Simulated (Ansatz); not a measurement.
Relaxation of a generated trial cell of HfO2 in the beta-tridymite structure type; 12 atoms in the cell, which starts as P6₃/mmc (No. 194), hP12; a = 5.9293 Å, b = 5.9293 Å, c = 9.7062 Å, α = 90.00°, β = 90.00°, γ = 120.00°. These are r2SCAN (plane waves to 500 eV, PAW, scalar-relativistic; Ansatz, an electronic-structure program) values and carry that method's errors. Γ-centred k-mesh 4×4×2 on the run's cell (coarser than for final values), Fermi–Dirac smearing 0.05 eV. This is the first round of the run. 

The optimiser's lines from the output (shortened; P is positive under compression):

```
relax step   1: F+E_penalty+E_count = -67499.51615941 eV  Δ(F+E_penalty+E_count) = +0.000e0 eV  max|allowed force component| = 4.794e-1 eV/Å  Δτ_max = 0.0000 Å  P = +25.718 GPa  Ω = 295.523 Å³  (11 SCF iters, dr2 threshold 1.00e-7 eV, accepted)
relax step   2: F+E_penalty+E_count = -67503.59742519 eV  Δ(F+E_penalty+E_count) = -4.081e0 eV  max|allowed force component| = 5.587e-2 eV/Å  Δτ_max = 0.0051 Å  P = +5.546 GPa  Ω = 340.610 Å³  (10 SCF iters, dr2 threshold 1.20e-6 eV, accepted)
relax step   3: F+E_penalty+E_count = -67503.89718249 eV  Δ(F+E_penalty+E_count) = -2.998e-1 eV  max|allowed force component| = 1.758e-2 eV/Å  Δτ_max = 0.0000 Å  P = +1.212 GPa  Ω = 355.500 Å³  (8 SCF iters, dr2 threshold 1.20e-6 eV, accepted)
relax step   4: F+E_penalty+E_count = -67503.91264935 eV  Δ(F+E_penalty+E_count) = -1.547e-2 eV  max|allowed force component| = 1.199e-3 eV/Å  Δτ_max = 0.0009 Å  P = -0.039 GPa  Ω = 360.420 Å³  (7 SCF iters, dr2 threshold 1.20e-6 eV, accepted)
relax step   5: F+E_penalty+E_count = -67503.91276334 eV  Δ(F+E_penalty+E_count) = -1.140e-4 eV  max|allowed force component| = 4.949e-3 eV/Å  Δτ_max = 0.0009 Å  P = +0.000 GPa  Ω = 360.261 Å³  (6 SCF iters, dr2 threshold 7.64e-9 eV, accepted)
relax step   6: F+E_penalty+E_count = -67503.93070177 eV  Δ(F+E_penalty+E_count) = -1.794e-2 eV  max|allowed force component| = 5.066e-3 eV/Å  Δτ_max = 0.0000 Å  P = -0.041 GPa  Ω = 360.261 Å³  stress off target by 5.07e-2 GPa  SCF on the basis re-selected at this cell (its energy is not comparable with the rows above)  (9 SCF iters)
relax step   7: F+E_penalty+E_count = -67503.93076667 eV  Δ(F+E_penalty+E_count) = -6.490e-5 eV  max|allowed force component| = 2.745e-4 eV/Å  Δτ_max = 0.0001 Å  P = -0.001 GPa  Ω = 360.095 Å³  (5 SCF iters, dr2 threshold 6.42e-9 eV, accepted)
relax step   8: F+E_penalty+E_count = -67503.93070134 eV  Δ(F+E_penalty+E_count) = +6.532e-5 eV  max|allowed force component| = 2.755e-4 eV/Å  Δτ_max = 0.0000 Å  P = -0.001 GPa  Ω = 360.095 Å³  stress off target by 1.08e-3 GPa  SCF on the basis re-selected at this cell (its energy is not comparable with the rows above)  (5 SCF iters)
```

From the first to the last row the energy changes by -0.37 eV/atom and the volume by +21.9 %. The last row is marked as not comparable with the walk above it, whose basis was carried along; it does compare with step 1, since both stand on a basis selected at the nominal cutoff for their own cell.

Later rounds, restarted from the end of this one on a renewed k-mesh, logged 2 more steps and released under 1 meV/atom more. The final structure after all rounds: P6₃/mmc (No. 194), hP12, AFLOW prototype A2B_hP12_194_cg_f (C10, as in SiO2); a = b = 6.3408 Å, c = 10.3417 Å, α = β = 90.00°, γ = 120.00°. Between re-selections the logged energies stand on a plane-wave basis carried along with the cell. No spin polarisation in the result.

The run could not lose the symmetry of its start: the end is stationary, and may be a saddle point rather than a minimum.

The relaxed structure here is a generated cell of HfO2: the first start was made by placing the elements on the sites of a structure type, and the end was not matched to a known phase here, so it may be hypothetical. Known forms of HfO2 include space group No. 14, 29, 137, 225.
